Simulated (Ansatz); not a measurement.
Data sheet: In2Se3 (DFT)

In2Se3:
```
CELL_PARAMETERS angstrom
     -3.96002     0.00000     0.00000
     -0.00276    -0.00439    -9.61594
     -1.97983    -3.42973     0.00000
ATOMIC_POSITIONS crystal
  In 0.66667 0.19353 0.66650
  In 0.33333 0.80647 0.33350
  Se 0.00000 0.00000 0.00000
  Se 0.66668 0.66863 0.66704
  Se 0.33332 0.33137 0.33296
```

Space group P-3m1 (No. 164), La2O3 or Ni2Al3 type; conventional cell a = 3.9601 Å, b = 3.9601 Å, c = 9.6159 Å, α = 90.00°, β = 90.00°, γ = 120.00°.

Method: r²SCAN+D4 in the plane-wave PAW code Ansatz. Structure relaxed to zero pressure with the same functional. Other levels are named where they apply.

Cell and energy:

| Property | Result |
|---|---|
| Volume per atom | 26.12 Å³ |
| Density | 5.93 g/cm³ |
| Formation energy from the elements (no fitted shifts) | -0.66 eV/atom |

Electronic structure:

| Item | Result |
|---|---|
| Band gap | 0.36 eV (indirect) |
| Valence-band maximum | off the standard path, at k = (0.281, 0.000, 0.141) in fractions of the reciprocal vectors |
| Conduction-band minimum | at Z |
| Smallest direct gap on the standard path | 0.86 eV |
| Electron effective mass | 0.15, 0.25, 0.59 mₑ (principal values) |
| Electron effective mass with spin–orbit coupling | 0.15, 0.25, 0.59 mₑ (principal values) |
| Hole effective mass | 0.29, 2.3, 2.3 mₑ (principal values) |
| Hole effective mass with spin–orbit coupling | 0.29, 2.7, 2.7 mₑ (principal values) |
| HSE06 gap on the r²SCAN+D4 cell | 0.67 eV |
| Gap with spin–orbit coupling | 0.35 eV |

Charges:

| Item | Value |
|---|---|
| Bader charges | In +1.22, Se -0.97 to -0.73 e |

The workflow started from a Materials Project entry (that database holds measured and hypothetical structures alike); the Crystallography Open Database copy checked does not list it. COD files the formula under space group No. 160, 166, 169, 170. Whether it is the stable phase at ambient conditions was not checked. The r²SCAN+D4 relaxation kept the symmetry of its start; its stability against distortions is not shown here. Point labels and valley counts follow the cell and symmetry of the run, lower than the named group. The references are the lowest solids computed at this level, not always the standard phases. Scalar-relativistic: spin–orbit coupling is off unless named, which matters more the heavier the elements.

Potentials: the earlier of the program's two PAW sets. The files were generated under PBE; for other functionals the program regenerates the frozen cores, and for LDA and PBEsol the local potential too.
